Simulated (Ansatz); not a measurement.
Si₂Ni (fluorite or antifluorite type, Fm-3m) at seven volumes, LDA in the plane-wave PAW code Ansatz, scaled uniformly. One row is withheld.

```json
[
 {"V (Å³/atom)": "11.602", "P (GPa)": "19.77"},
 {"V (Å³/atom)": "11.985", "P (GPa)": "12.04"},
 {"V (Å³/atom)": "12.367", "P (GPa)": "5.48"},
 {"V (Å³/atom)": "12.750", "P (GPa)": "0.00"},
 {"V (Å³/atom)": "13.132", "P (GPa)": "?"},
 {"V (Å³/atom)": "13.515", "P (GPa)": "-8.39"},
 {"V (Å³/atom)": "13.897", "P (GPa)": "-11.63"}
]
```

Task: Fit the shown pressures and predict the withheld one.

Result: P = (3/2)B₀(x^(7/2) − x^(5/2))[1 + (3/4)(B′ − 4)(x − 1)] with x = (V₀/V)^(2/3). Least squares on the six rows gives V₀ = 12.752 Å³/atom, B₀ = 166 GPa, B′ = 4.85. At V = 13.132, x = 0.9806 and P = -4.54 GPa. The run itself gave -4.52 GPa.

Symmetry was held in the LDA relaxation; of distortions, only those at the zone centre were tested. No spin polarisation was allowed.

Potentials: the later of the program's two PAW sets.
